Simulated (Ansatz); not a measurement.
Moments of TiCl2 against volume

All numbers below come from DFT r2SCAN+U, scalar-relativistic, plane waves, PAW in Ansatz.

```
CELL_PARAMETERS angstrom
0.00000 3.21355 3.21355
3.21355 0.00000 3.21355
3.21355 3.21355 0.00000
ATOMIC_POSITIONS crystal
Ti 0.00000 0.00000 0.00000
Cl 0.25000 0.25000 0.25000
Cl 0.75000 0.75000 0.75000
```

- plane-wave cutoff: 500 eV
- Γ-centred k-mesh: 6×6×6
- occupation rule: Gaussian smearing, 0.02 eV
- U_eff on Löwdin-orthogonalised atomic d orbitals: Ti 4 eV
- list of starting moments (μB, in atom order): 1 0 0
- check for lower electronic states after the SCF: asked for but not made

The cell is scaled evenly at fixed fractional positions, V₀ being the volume of the cell shown; start: ferromagnetic. The states are those that the runs reached from these starts; a lower one can exist. Energies are extrapolated to zero smearing.

Site moments are spin moments in atom-centred spheres that scale with the neighbour distance.

```
 V/V₀  E above lowest (meV/atom) P (GPa) cell moment (μB) site moments (μB)
0.800                          ?        ?                 ?                  ?
0.860                       90.2     10.7              2.00           Ti +1.64
0.920                          ?        ?                 ?                  ?
0.960                        6.0      2.3              2.00           Ti +1.70
1.000                        0.0      0.0              2.00           Ti +1.71
1.040                        5.3     -1.9              2.00           Ti +1.73
1.100                       29.9     -4.0              2.00           Ti +1.76
1.180                       85.1     -5.9              2.00           Ti +1.78
```

Fill in the withheld rows.

The withheld rows:

```csv
V/V₀,E above lowest (meV/atom),P (GPa),cell moment (μB),site moments (μB)
0.800,209.3,18.5,2.00,Ti +1.60
0.920,26.0,5.1,2.00,Ti +1.68
```

Cost: 8 runs of about 4.6 core-minutes in all, on Intel Xeon Platinum 8488C (Sapphire Rapids) (shared hosts).